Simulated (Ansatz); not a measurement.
## MgS: from a starting cell to a relaxed one

The start is a generated trial cell of MgS in the rocksalt structure type. The cell and all atomic positions are relaxed at zero pressure with r2SCAN (plane waves to 500 eV, PAW, scalar-relativistic; Ansatz, an electronic-structure program). The first steps use a 11×11×11 k-mesh.

The start:
```yaml
crystal:
  lattice:
    - [0.00000, 2.54196, 2.54196]
    - [2.54196, 0.00000, 2.54196]
    - [2.54196, 2.54196, 0.00000]
  atoms:
    - { symbol: S, position: [0.00000, 0.00000, 0.00000] }
    - { symbol: Mg, position: [0.50000, 0.50000, 0.50000] }
```

**Question.** What pressure does the first self-consistent step give?

**Answer.** +6.4 GPa (positive: the cell is compressed).

**Question.** How much energy is released per atom?

**Answer.** 0.022 eV/atom.

**Question.** How does the volume change?

**Answer.** +7.2 %, from 16.43 to 17.61 Å³/atom.

**Question.** What band gap does the relaxed structure have at this level?

**Answer.** 3.46 eV, indirect (valence top at Γ, conduction bottom at X) (no spin-orbit coupling).

**Question.** What does it relax into? Give the structure.

**Answer.** 
```cif
data_Mg4S4
_chemical_formula_sum 'S4 Mg4'
_space_group_name_H-M_alt 'Fm-3m'
_space_group_IT_number 225
_space_group_name_Hall '-F 4 2 3'
_cell_length_a 5.20309
_cell_length_b 5.20309
_cell_length_c 5.20309
_cell_angle_alpha 90.000
_cell_angle_beta 90.000
_cell_angle_gamma 90.000
loop_
_atom_site_label
_atom_site_type_symbol
_atom_site_symmetry_multiplicity
_atom_site_Wyckoff_symbol
_atom_site_fract_x
_atom_site_fract_y
_atom_site_fract_z
_atom_site_occupancy
S1 S 4 a 0.00000 0.00000 0.00000 1
Mg1 Mg 4 b 0.50000 0.50000 0.50000 1
```
(The calculation used a cell of 2 atoms; values per cell refer to that cell.)

The space group stays Fm-3m (No. 225) (the run could not lower it); the end is rock salt type, with 2 atoms in the primitive cell. No spin polarisation in the result.

The run could not lose the symmetry of its start; a randomly shaken copy of 2 atoms returns to this structure.

All atoms sit on sites fixed by symmetry, so only the cell could relax.
